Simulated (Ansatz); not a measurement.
Values for one crystal, relaxed and computed with r²SCAN+D4 in the plane-wave PAW code Ansatz; other levels are named.

| Property | Value |
|---|---|
| Volume per atom | 18.17 Å³ |
| Band gap | 1.12 eV (indirect) |
| Smallest direct gap on the standard path | 1.43 eV |
| Conduction-band minimum | at M (3 equivalent valleys) |
| Hole effective mass, band 2 of 2 at the edge | 0.43 along x, 10 along z (mₑ) |
| HSE06 gap on the r²SCAN+D4 cell | 1.65 eV |
| Electron effective mass | 0.26, 0.94, 3.2 mₑ (principal values) |

Which compound is it?
A) Sc2CCl2, P-3m1 (Sc on 2d, C on 1b, Cl on 2d)
B) TiH8N2F6, P-3m1 (Pearson symbol hP17)
C) C8H, P3m1 (Pearson symbol hP9)
D) SnCl2, Pnma (Sn on 4c, Cl on 4c, Cl on 4c)

A, Sc2CCl2, P-3m1 (Sc on 2d, C on 1b, Cl on 2d)

The workflow started from a Materials Project entry (that database holds measured and hypothetical structures alike); the Crystallography Open Database copy checked does not list it. Its standing as an ambient phase is unchecked. The cell was relaxed with r²SCAN+D4 under the symmetry of its start; its stability against distortions is not shown here. No spin polarisation was allowed.

Potentials: the later of the program's two PAW sets.
